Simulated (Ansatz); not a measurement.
Given:

GaCu$_{3}$:
```
CELL_PARAMETERS angstrom
      5.17350     0.00000     0.00000
     -2.58675     4.48038     0.00000
      0.00000     0.00000     4.18924
ATOMIC_POSITIONS crystal
  Ga 0.33333 0.66667 0.75000
  Ga 0.66667 0.33333 0.25000
  Cu 0.16527 0.33053 0.25000
  Cu 0.83473 0.66947 0.75000
  Cu 0.83473 0.16527 0.75000
  Cu 0.16527 0.83473 0.25000
  Cu 0.66947 0.83473 0.25000
  Cu 0.33053 0.16527 0.75000
```

This is the r²SCAN-relaxed structure.

### Question
All from DFT-r²SCAN in the program Ansatz with PAW potentials, unless another level is named. Give the formation energy from the elements (no fitted shifts).

### Answer
-0.10 eV/atom.

### Question
Predict the density of states at the Fermi level.

### Answer
0.29 states/eV per atom (mean over ±0.08 eV).

Space group P6_3/mmc. The first step of the workflow began from a Materials Project structure, measured or hypothetical; the Crystallography Open Database copy checked does not list it. With Ga and Cu taken as one species the cell has the higher symmetry P6_3/mmc, so it may be an ordered model of a mixed-site phase. Whether it is the stable phase at ambient conditions was not checked. The r²SCAN relaxation kept the symmetry of its start; whether a distortion lowers the energy is not shown. No spin polarisation was allowed. The references are the lowest solids computed at this level, not always the standard phases. Spin–orbit coupling is left out wherever it is not named.

Potentials: the later of the program's two PAW sets.
